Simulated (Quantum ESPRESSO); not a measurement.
Rb2Te is taken in the cubic space group Fm-3m (No. 225), the anti-fluorite structure, Pearson symbol cF12. Conventional cell: a = b = c = 8.3032 Å, α = β = γ = 90.00°. Rb on 8c is surrounded by 4 Te at 3.595 Å (tetrahedral). Te on 4a sees 8 Rb at 3.595 Å (cubic). (Neighbours: up to the widest gap in distance over summed covalent radii, below 1.35, at either atom; cation-cation contacts left out.)
(The calculation used a cell of 3 atoms; values per cell refer to that cell.)

The PBEsol cell relaxed from Materials Project entry mp-441 was given an isotropic strain of -1.5 % on all lattice vectors, and the atoms were relaxed again.

### Question
What does PBEsol (pw.x of Quantum ESPRESSO, ONCV potentials, without SOC) give for the electronic structure near the Fermi level?

### Answer
The PBEsol gap is indirect, 1.97 eV, from X to Γ; the smallest direct gap is 2.26 eV. Another valence extremum on the path lies within 0.02 eV, too close to call. Without spin-orbit coupling, band edges of such heavy elements can be off by tenths of an eV.

The structure is a Materials Project entry; no match was found in the copy of COD used, and its stability was not checked.
